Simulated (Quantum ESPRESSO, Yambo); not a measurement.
# Levels of theory for the gap of HgZnS$_{2}$

HgZnS$_{2}$ (space group R3m, No. 160): one geometry, one set of norm-conserving PBEsol (Quantum ESPRESSO, 84 Ry, with spin-orbit coupling) orbitals, self-energies from Yambo (4×4×4 Γ-centred k mesh, bands 17 to 222 and a 6 Ry block in the screening, 222 bands in G with the Bruneval-Gonze terminator, plasmon pole fitted at 27.2 eV).

Cell and atoms were relaxed with PBEsol from Materials Project entry mp-1215447, within its symmetry.

```csv
level,gap Γ → Γ (eV),rough Yambo cost
PBEsol (Quantum ESPRESSO),0.35,–
exchange only (Hartree-Fock self-energy on PBEsol orbitals),6.86,about 1/20 (11 states)
static COHSEX@PBEsol,1.39,within a factor of two (2 states)
"G0W0@PBEsol, plasmon pole",1.15,1 (11 states)
```

Bare exchange has no screening and gives the widest gap; static COHSEX screens it but leaves out the frequency dependence, which G0W0 restores. All rows use the PBEsol edge points; in the exchange only run other k points give a smaller gap, 6.76 eV.

Costs are rough ratios of core time on shared machines.

Convergence of the G0W0 settings was not tested.

The structure is a Materials Project entry; no match was found in the copy of COD used, and its stability was not checked.
